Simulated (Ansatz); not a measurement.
AgI (wurtzite)

```
AgI
1.0
    4.68522     0.00000     0.00000
   -2.34261     4.05752     0.00000
    0.00000     0.00000     7.66214
Ag I
2 2
Direct
  0.66667   0.33333   0.00005
  0.33333   0.66667   0.50005
  0.66667   0.33333   0.62515
  0.33333   0.66667   0.12515
```

The slice is a (1 -1 0 0) plane (indices of the conventional cell) through the point (0.333, 0.667, 0.125) (fractional), spanned by u = [110] and v = [001] in vectors of this cell: u (4.69 Å) and v (7.66 Å, at 90° to u). It covers one period; positions are fractions (u, v).

All values below come from PBE (plane waves to 420 eV, PAW, scalar-relativistic; Ansatz, an electronic-structure program). k mesh 8×8×5. Near the nuclei the fields are pseudised (PAW); where an atom keeps semicore shells as valence, they peak there. AgI was relaxed with its symmetry unable to fall. Spin-orbit coupling is left out, though I is heavy.

Problem. Sketch the electrostatic potential energy of an electron, from the cell's mean on this plane as a map.

Solution. 
```
|xxx.#####.xx|
|xx +#***#+ x|
|  +###*###+ |
|##%%%###%%%#|
|@@@@@%%%@@@@|
|@@@@@@@@@@@@|
|@@@@@@%@@@@@|
|%@@@%###%@@@|
|**%%#*+*#%%*|
|x =##+=+##= |
|xxx+#*+*#+xx|
|xxx-#####-xx|
|xxx-#%%%#-xx|
|xxx+%@@@%+xx|
|x =#@@@@@#= |
|=+#%@@@@@%#+|
|  +%@@@@@%+ |
|xx +%@@@%+ x|
|xxx.#@@@#.xx|
|xxx #%%%# xx|
```
Scale: ten equal steps from -4.00 (start of ' ') to 4.90 (end of '@'), in the order ' .:-=+*#%@'. Values: electrostatic potential energy of an electron, from the cell's mean, in eV. The map has 12 points along u (one character each, u = 0 at the left) and 20 along v (v = 0 in the bottom row). Points within 1 Å of a nucleus are blanked (x), as the pseudised field means little there. Values under -4 eV are set to -4. The zero, the cell's mean, hangs on the PAW cores.
